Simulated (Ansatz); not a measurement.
Ge2Pd (fluorite or antifluorite type, space group No. 225), DFT-PBE in the program Ansatz with PAW potentials, all energies at zero smearing, with the estimated change up to a 700 eV cutoff added, with one set of potentials and settings (totals compare only within such a set). Cell of 3 atoms (1 Pd, 2 Ge): -15563.461 eV.

| element | reference phase | E (eV/atom) |
|---|---|---|
| Pd | Fm-3m, 1 atoms in the cell | -6972.8544 |
| Ge | Fd-3m, 2 atoms in the cell | -4294.9847 |

Formation energy per atom, worked out: (-15563.461 − 1×(-6972.8544) − 2×(-4294.9847))/3 = -0.212 eV/atom (-20 kJ per mol of atoms), at 0 K, without zero-point energy or fitted corrections.

A made-up cell: these elements were put on the sites of a structure type; neither database checked (COD, Materials Project) lists it. Whether it is the stable phase at ambient conditions was not checked. The PBE relaxation kept the symmetry of its start; its stability against distortions is not shown here. No spin polarisation was allowed. The references are the lowest solids computed at this level, not always the standard phases.

Potentials: the later of the program's two PAW sets.
